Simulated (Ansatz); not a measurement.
Consider the following.

SiGe:
```cif
data_Ge8Si8
_chemical_formula_sum 'Si8 Ge8'
_space_group_name_H-M_alt 'P 1'
_space_group_IT_number 1
_cell_length_a 7.84605
_cell_length_b 7.84605
_cell_length_c 7.84656
_cell_angle_alpha 60.013
_cell_angle_beta 119.987
_cell_angle_gamma 119.991
loop_
_space_group_symop_operation_xyz
  'x, y, z'
loop_
_atom_site_label
_atom_site_type_symbol
_atom_site_fract_x
_atom_site_fract_y
_atom_site_fract_z
_atom_site_occupancy
Si1 Si 0.00135 0.99865 0.00382 1
Ge1 Ge 0.12203 0.37205 0.87206 1
Ge2 Ge 0.50143 0.49857 0.99876 1
Ge3 Ge 0.62795 0.87797 0.87206 1
Ge4 Ge 0.99728 0.49726 0.00295 1
Ge5 Ge 0.12211 0.87789 0.87211 1
Ge6 Ge 0.50274 0.00272 0.00295 1
Si2 Si 0.62502 0.37498 0.87491 1
Si3 Si 0.00248 0.50241 0.49730 1
Si4 Si 0.12501 0.87499 0.37488 1
Si5 Si 0.49759 0.99752 0.49730 1
Ge7 Ge 0.62793 0.37207 0.37798 1
Si6 Si 0.99857 0.00143 0.49617 1
Si7 Si 0.12230 0.37232 0.37772 1
Ge8 Ge 0.49854 0.50146 0.50132 1
Si8 Si 0.62768 0.87770 0.37772 1
```

This is the r²SCAN-relaxed structure.

Q: All from the program Ansatz at the r²SCAN level (PAW), unless another level is named. Predict the electron effective mass.

A: 0.25, 0.35, 1.3 mₑ (principal values).

Q: Next, the formation energy from the elements (no fitted shifts)?

A: 0.9 kJ/mol of atoms.

Q: Next, the hole effective mass?

A: 0.080, 0.29, 0.39 mₑ (principal values).

Q: What about the band gap?

A: 0.66 eV (direct).

Space group Cm. The start of the workflow was typed in or built on a structure type; neither database checked (COD, Materials Project) lists it. Its standing as an ambient phase is unchecked. Symmetry was held in the r²SCAN relaxation; its stability against distortions is not shown here. The references are the lowest solids computed at this level, not always the standard phases. Spin–orbit coupling is left out wherever it is not named.

Potentials: the earlier of the program's two PAW sets. The files were generated under PBE; for other functionals the program regenerates the frozen cores, and for LDA and PBEsol the local potential too.
